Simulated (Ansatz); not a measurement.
Task: TaN (rock salt, Fm-3m) is relaxed with plane-wave PAW PBEsol (Ansatz code). What lattice parameters of the conventional cell result?

Result: a = 4.376 Å.

Task: Is it a metal or does it have a gap at this level?

Result: No gap at this level.

The PBEsol relaxation kept the symmetry of its start. The run is not spin-polarised. Spin–orbit coupling is left out wherever it is not named.

Potentials: the later of the program's two PAW sets.
